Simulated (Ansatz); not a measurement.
input.yaml (Ansatz)

```yaml
crystal:
  lattice:
    - [-2.7422888675, 2.4333053425, 1.2636256656]
    - [2.4333053425, -2.7422888675, 1.2636256656]
    - [2.8773381896, 2.8773381896, -1.8295295574]
  atoms:
    - { symbol: Zn, position: [0.9856353095, 0.0143646905, 1.0] }
    - { symbol: Zn, position: [0.7643646905, 0.2356353095, 0.5] }
hamiltonian:
  xc: blyp
  pseudopotentials:
    kind: paw
    azcp:
      Zn: "pseudopotentials/Zn.paw.azcp"
basis:
  ecutwfc: 420
  fft_grid_basis: typed
kpoints:
  mp_grid: { grid: [17, 17, 9], shift: [0, 0, 0] }
magnetization:
  spin_polarized: false
scf:
  occupations: { method: fermi_dirac, width: 0.1 }
  lower_state_search: "off"
output:
  stress: true
```

Output

```
Engine: ansatz 0.2.0, x86_64-unknown-linux-gnu
Pseudopotentials: kind: paw
Pseudopotential: Zn, paw, valence charge 12, recommended cutoff 420 eV (normal) 
Functional definition: BLYP
  parameter beta = 0.0042
  parameter a = 0.04918
  parameter b = 0.132
  parameter c = 0.2533
  parameter d = 0.349
  exchange = b88_x(beta = beta)
  correlation = lyp_c(a = a, b = b, c = c, d = d)
Crystal: 2 atoms, lattice volume = 34.710 Å³
Basis set: ecut = 420 eV, 689 PW (Γ), exchange–correlation on 54×54×60 points (8 copies of the dense FFT grid, shifted against one another)
Bands: 16, of which v1, the nominal top of the filled ones, is band 12 counted from 1 (11 counted from 0)
Symmetry: 4 space group operations
Space group: C2/c (ITA 15), of the structure as read, at distance tolerance 3.3e-5 Å
k-points: 693 of 2601
Non-local potential: Zn, projectors of the file, l = 0: 2, l = 1: 2, l = 2: 3, l = 3: 1
PAW form: soft (Blöchl's): semilocal exchange-correlation on the pseudo side does not see the compensation charge
PAW frozen core: Zn, regenerated for the run's functional, and the local potential with it (the file was generated under x = pbe(κ = 0.804, μ = 0.2195149727645171), c = pbe(β = 0.06672455060314922))
PAW one-centre angular grid: Zn, 590 points (default); XC on 64 Gauss nodes
Initial density: superposition of atomic densities (neutral atoms: chi_scale 0, normalization atom), corrected by the library's trained network
Initial wavefunctions: pseudopotential atomic-orbital guess
Functional: x = b88, c = lyp
SCF iter   1: F=—  HF=-6656.784269 eV  |F-HF|=—  |Δ(HF+E_count)|=         —  Δρ=5.84e-3  dr2=1.50e-2  ethr=1.77e-3  ⟨swp⟩=5.3  Hψ=54072  notcnv=0
SCF iter   2: F=—  HF=-6656.782773 eV  |F-HF|=—  |Δ(HF+E_count)|=   1.50e-3  Δρ=4.19e-3  dr2=5.87e-3  ethr=6.27e-5  ⟨swp⟩=1.0  Hψ=16636  notcnv=0
SCF iter   3: F=—  HF=-6656.784077 eV  |F-HF|=—  |Δ(HF+E_count)|=   1.30e-3  Δρ=3.72e-3  dr2=3.56e-3  ethr=2.45e-5  ⟨swp⟩=2.0  Hψ=18983  notcnv=0
SCF iter   4: F=—  HF=-6656.782278 eV  |F-HF|=—  |Δ(HF+E_count)|=   1.80e-3  Δρ=3.02e-4  dr2=3.19e-5  ethr=1.48e-5  ⟨swp⟩=2.0  Hψ=18264  notcnv=0
SCF iter   5: F=—  HF=-6656.782350 eV  |F-HF|=—  |Δ(HF+E_count)|=   7.14e-5  Δρ=4.94e-4  dr2=4.80e-5  ethr=1.33e-7  ⟨swp⟩=2.0  Hψ=19476  notcnv=0
SCF iter   6: F=—  HF=-6656.782340 eV  |F-HF|=—  |Δ(HF+E_count)|=   1.02e-5  Δρ=2.45e-4  dr2=1.16e-5  ethr=1.33e-7  ⟨swp⟩=2.0  Hψ=18825  notcnv=0
SCF iter   7: F=—  HF=-6656.782335 eV  |F-HF|=—  |Δ(HF+E_count)|=   4.41e-6  Δρ=2.62e-5  dr2=1.36e-7  ethr=4.84e-8  ⟨swp⟩=2.0  Hψ=18062  notcnv=0
SCF iter   8: F=-6656.782335 eV  HF=-6656.782335 eV  |F-HF|=2.00e-9  |Δ(HF+E_count)|=   4.99e-8  Δρ=2.00e-6  dr2=2.56e-9  ethr=4.17e-10  ⟨swp⟩=4.2  Hψ=39897  notcnv=0
SCF 1 converged in 8 iterations: F = -6656.782335 eV  dr2 = 2.56e-9
SCF converged after 8 iterations
Free energy (F): -6656.782335 eV
Harris-Foulkes:  -6656.782335 eV  (|F-HF|=2.00e-9)
Internal energy: -6656.760242 eV  (E = F + TS)
E sigma→0 (E₀):  -6656.771289 eV
Entropy (-TS):   -0.022093 eV (-11.047 meV/atom)
Fermi energy:    9.432945 eV
--- Per-component energies (eV) ---
  E_band       = 65.124636
  E_kinetic    = 262.443850
  E_local      = -3292.258932  (includes V_loc(G=0)·N_el)
  E_nonlocal   = 1215.335480
  E_hartree    = 1381.006664
  E_xc         = -272.529819
  E_vxc        = -101.957519  (∫ρ·V_xc dr)
  E_paw        = -3670.752677  (= ΣΔE_a)
  E_vpaw       = -780.452163  (= ΣTr[D̂ρ^β])
  E_aug_tail   = -0.000730  (compensation charges beyond the density's cutoff)
  E_ewald      = -2279.872833
  E_core_change = -0.131244  (= ΣΔE_core)
  E_smearing   = -0.022093  (= −TS)
  E_closure    = -0.000000  (closes the sum)
  Σ components = -6656.782335   (vs F -6656.782335, Δ=0.00e0)
--- Stress (GPa, compression-positive) ---
        2.867495       0.511382      -0.254514
        0.511382       2.867495      -0.254514
       -0.254514      -0.254514       5.663608
  P = ⅓ Tr σ = 3.7995 GPa (37.995 kbar)
```
